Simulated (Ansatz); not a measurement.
Is this CsTl structure a true minimum?

The structure comes from a generated guess, relaxed at this level; another structure or a mixture of phases may lie lower.

These are results of Ansatz 0.2.0, DFT PBE, scalar-relativistic, plane waves, PAW, not measurements. Plane waves to 420 eV, a k mesh through Γ of 12×12×12 on the computed 2-atom cell and Gaussian smearing (0.10 eV); no spin polarisation.

The cell below (2 atoms, space group Pm-3m (No. 221)) is relaxed within its symmetry.

```
Cs Tl
1.0
     4.66360    0.00000    0.00000
     0.00000    4.66360    0.00000
     0.00000    0.00000    4.66360
Cs Tl
1 1
Direct
  0.50000 0.50000 0.50000
  0.00000 0.00000 0.00000
```

For the test a repeat of it with 4 atoms (edges 4.66, 4.66, 9.33 Å) was strained at random (σ = 1.5 % a component), the atoms were moved at random (σ = 0.15 Å), and all was relaxed again on a coarse 6×6×4 mesh (in the run’s order of axes) with 0.20 eV smearing, with no symmetry imposed.

Spin–orbit coupling, which can matter for Tl, is left out. The cell is a metal run without spin; a magnetic state may lie lower.

Problem. What happens?

Solution. It returns, within 1 meV/atom of the unmoved cell on that mesh and with the same symmetry when read at 0.1 Å (P1 at 0.01 Å, so small strains and shifts remain). No instability shows in this cell; modes of other wave vectors, which need another repeat, aren't tested.
